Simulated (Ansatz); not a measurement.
## A series in space group P4/mmm

All 5 crystals share space group P4/mmm (No. 123) and the same kinds of sites, 2 atoms in the primitive cell. They are database entries and needn't be the stable phases. The set is a selection: crystals with unstable modes on a coarse mesh or in a metal were left out. Cells are relaxed by PAW under the functional.

Quantity: harmonic phonons by finite displacements (negative means unstable), on a 2×2×2 q mesh. Level: PBEsol, PAW on Ansatz 0.2.0's default frozen-core files (fitted under PBE), scalar-relativistic.

| crystal | cell (conventional) | k mesh | smearing (eV) | highest mode (cm⁻¹) | lowest at X (cm⁻¹) | lowest at M (cm⁻¹) | lowest at Z (cm⁻¹) | lowest at R (cm⁻¹) | lowest at A (cm⁻¹) | lowest optical at Γ (cm⁻¹) | highest at Γ (cm⁻¹) |
| --- | --- | --- | --- | --- | --- | --- | --- | --- | --- | --- | --- |
| HgPd | a = 3.022, c = 3.713 Å | 12×12×10 | 0.10 | 171 | 70.8 | 75.2 | 74.8 | 45.2 | 97.0 | 127 | 167 |
| CdPd | a = 3.001, c = 3.658 Å | 12×12×10 | 0.05 | 195 | 103 | 94.3 | 104 | 47.8 | 122 | 150 | 186 |
| ZnPt | a = 2.834, c = 3.474 Å | 14×14×12 | 0.08 | ? | ? | ? | ? | ? | ? | ? | ? |
| CdPt | a = 2.946, c = 3.831 Å | 14×14×10 | 0.05 | 191 | 84.3 | 87.0 | 73.0 | 40.5 | 102 | 129 | 175 |
| NbRh | a = 2.831, c = 3.828 Å | 14×14×10 | 0.08 | 258 | 99.4 | 117 | 111 | 88.6 | 118 | 160 | 222 |

Question: What did the calculation give for ZnPt?

Answer: highest mode = 223 cm⁻¹, lowest at X = 84.8 cm⁻¹, lowest at M = 102 cm⁻¹, lowest at Z = 75.8 cm⁻¹, lowest at R = 47.8 cm⁻¹, lowest at A = 93.1 cm⁻¹, lowest optical at Γ = 160 cm⁻¹, highest at Γ = 206 cm⁻¹.

Caveats: frozen-core PAW files fitted under PBE, their cores solved anew for the functional of the run; responses of metals move with mesh and smearing; no spin-orbit coupling on heavy atoms (HgPd, ZnPt, CdPt).
